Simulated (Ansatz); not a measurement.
InIr$_{3}$N (anti-perovskite, Pm-3m) at seven volumes, PBEsol in the plane-wave PAW code Ansatz, scaled uniformly. One row is withheld.

```tsv
V (Å³/atom)	P (GPa)
12.650	31.70
13.067	19.21
13.484	8.75
13.901	0.00
14.318	-7.33
14.735	-13.44
15.152	?
```

Q: Fit the shown pressures and predict the withheld one.

A: Third-order Birch–Murnaghan: P = (3/2)B₀(x^(7/2) − x^(5/2))[1 + (3/4)(B′ − 4)(x − 1)] with x = (V₀/V)^(2/3). Least squares on the six rows gives V₀ = 13.901 Å³/atom, B₀ = 266.4 GPa, B′ = 4.92. At V = 15.152, x = 0.9442 and P = -18.58 GPa. The run itself gave -18.54 GPa.

The start of the workflow was typed in or built on a structure type; neither database checked (COD, Materials Project) lists it. Whether it is the stable phase at ambient conditions was not checked. The PBEsol relaxation kept the symmetry of its start. At this level the phase is dynamically unstable (imaginary phonons). The workflow began spin-polarised and lost its moments. Its formation energy is positive at this level, so the cell may be metastable or incomplete. Spin–orbit coupling is left out wherever it is not named.

Potentials: the later of the program's two PAW sets.
